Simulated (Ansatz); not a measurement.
PdSb2 (space group Pa-3)

```
PdSb2
1.0
    6.46448     0.00000     0.00000
    0.00000     6.46448     0.00000
    0.00000     0.00000     6.46448
Sb Pd
8 4
Cartesian
  2.41034   2.41034   2.41034
  4.05415   4.05415   4.05415
  0.82191   4.05415   5.64258
  5.64258   2.41034   0.82191
  5.64258   0.82191   4.05415
  0.82191   5.64258   2.41034
  4.05415   5.64258   0.82191
  2.41034   0.82191   5.64258
  0.00000   0.00000   0.00000
  3.23224   0.00000   3.23224
  3.23224   3.23224   0.00000
  0.00000   3.23224   3.23224
```

E(V) scan at fixed shape, V₀ the volume above. The atoms relax within the cell's symmetry.

The numbers are results of PBEsol (plane waves to 420 eV, PAW, scalar-relativistic; Ansatz, a program for electronic structure), not measurements. k mesh 6×6×6 (Γ-centred), Fermi-Dirac smearing 0.05 eV. E stands for the smeared free energy. Stress and pressure are positive under compression. PdSb2 is run without spin polarisation. PdSb2 was relaxed with its symmetry unable to fall. Spin-orbit coupling is left out, though Sb is heavy. The zero of ΔE is the relaxed starting cell. The last digit holds for this mesh only.

```
V (Å³/atom)  ΔE (meV/atom)
-----------  -------------
21.162            withheld
21.432                18.4
21.702                10.1
21.972                 4.4
22.242                 1.1
22.512                 0.0
22.782                 1.0
23.053                 3.9
23.323                 8.6
23.593                15.0
23.863                22.9
```

Fit a third-order Birch-Murnaghan form (E₀, V₀, B₀, B₀′ free) to the given rows and predict ΔE at V = 21.162.

Least squares on the 10 given rows: ΔE = E₀ + (9V₀B₀/16)·y²·[2 + (B₀′ − 4)y], y = (V₀/V)^(2/3) − 1, with V₀ = 22.515 Å³/atom, B₀ = 102.3 GPa (160.2 GPa = 1 eV/Å³; the term in eV is multiplied by 1000), B₀′ = 5.05, E₀ = 0.00 meV/atom; root-mean-square residual 0.02 meV/atom. At 21.162 the fit gives 29.4 meV/atom; the calculation gives 29.4 meV/atom, the same to the digits shown. For the pressure the fit gives 7.4 GPa against the computed 7.4 GPa.

(Under strain, the slope of the energy per volume gives the stress and its curvature an elastic modulus.)
